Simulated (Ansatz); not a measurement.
SiB2W2 in space group Cmmm (No. 65; Si on 2a, W on 4j, B on 4i), DFT-r²SCAN in the program Ansatz with PAW potentials, all energies at zero smearing, with the estimated change up to a 700 eV cutoff added, with one set of potentials and settings (totals compare only within such a set). Cell of 5 atoms (1 Si, 2 W, 2 B): -21749.386 eV.

```tsv
element	reference phase	E (eV/atom)
Si	Fd-3m, 2 atoms in the cell	-639.0665
W	Im-3m, 1 atoms in the cell	-10398.2538
B	R-3m, 12 atoms in the cell	-156.5545
```

Formation energy per atom, worked out: (-21749.386 − 1×(-639.0665) − 2×(-10398.2538) − 2×(-156.5545))/5 = -0.141 eV/atom (-14 kJ per mol of atoms), at 0 K, without zero-point energy or fitted corrections.

The start of the workflow was typed in or built on a structure type; neither database checked (COD, Materials Project) lists it. Its standing as an ambient phase is unchecked. The r²SCAN relaxation kept the symmetry of its start; whether a distortion lowers the energy is not shown. The run is not spin-polarised. The references are the lowest solids computed at this level, not always the standard phases. Spin–orbit coupling is left out wherever it is not named.

Potentials: the earlier of the program's two PAW sets.
